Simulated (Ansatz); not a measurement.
YB$_{2}$Ir$_{3}$ in space group P6/mmm (No. 191; B on 2c, Y on 1a, Ir on 3g) at seven volumes, PBEsol (plane waves, PAW; program Ansatz), shape and atoms relaxed at each. One row is withheld.

```csv
V (Å³/atom),P (GPa)
12.002,30.58
12.397,?
12.793,8.66
13.189,-0.01
13.584,-7.35
13.980,-13.59
14.376,-18.86
```

Problem. Fit the shown pressures and predict the withheld one.

Solution. P = (3/2)B₀(x^(7/2) − x^(5/2))[1 + (3/4)(B′ − 4)(x − 1)] with x = (V₀/V)^(2/3). Least squares on the six rows gives V₀ = 13.189 Å³/atom, B₀ = 264 GPa, B′ = 4.34. At V = 12.397, x = 1.0421 and P = 18.71 GPa. The run itself gave 18.88 GPa.

The workflow started from an entry of the Crystallography Open Database (COD); the relaxed space group is not among those it files for this formula. COD files the formula under space group No. 12, so this cell is another polymorph or a model. Its standing as an ambient phase is unchecked. The PBEsol relaxation kept the symmetry of its start; whether a distortion lowers the energy is not shown. No spin polarisation was allowed. Spin–orbit coupling is left out wherever it is not named.

Potentials: the later of the program's two PAW sets.
